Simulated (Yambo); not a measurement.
How GW settings move the gap: CsCdCl$_{3}$

G0W0@PBEsol for CsCdCl₃ (cubic perovskite, space group Pm-3m, No. 221) in Yambo. Reference settings: 2×2×2 Γ-centred k mesh, bands 9 to 312 and a 6 Ry block in the screening, 312 bands in G with the Bruneval-Gonze terminator, plasmon pole fitted at 27.2 eV. The PBEsol gap R → Γ on this mesh is 1.62 eV; G0W0 gaps are taken between the same points.

| change from the reference | G0W0 gap R → Γ (eV) | shift of the valence edge (eV) | rough Yambo cost |
|---|---|---|---|
| reference settings | 3.81 | -1.10 | 1 |
| 128 bands in W, 128 bands in G | 4.17 | -0.91 | about 1/3 |
| 206 bands in W, 206 bands in G | 3.94 | -1.04 | within a factor of two |
| 128 bands in G | 3.84 | -1.00 | – |
| 206 bands in G | 3.82 | -1.09 | – |
| 152 bands in W | 4.10 | -1.03 | about 1/3 |
| 2 Ry block | 3.75 | -0.98 | within a factor of two |
| 3 Ry block | 3.74 | -0.98 | within a factor of two |
| 5 Ry block | 3.78 | -1.07 | within a factor of two |
| pole fitted at 15 eV | 3.80 | -1.05 | – |
| no random integration | 3.73 | -0.86 | – |
| 128 bands in G, no terminator | 3.76 | -0.39 | – |
| 206 bands in G, no terminator | 3.75 | -0.76 | – |
| no terminator | 3.75 | -0.91 | – |

The reference isn't shown to be the converged limit. Costs are rough (shared machines), scaled to the same edge states, and given only for runs that recompute the screening.

The cell is held in this high symmetry; tilts and polar distortions were not searched.

Spin-orbit coupling is included.

Geometry of the Materials Project entry, not relaxed at this level; primitive cell a = b = c = 5.264 Å, α = β = γ = 90.00°.

A shift is the quasiparticle energy of the state minus its PBEsol energy.
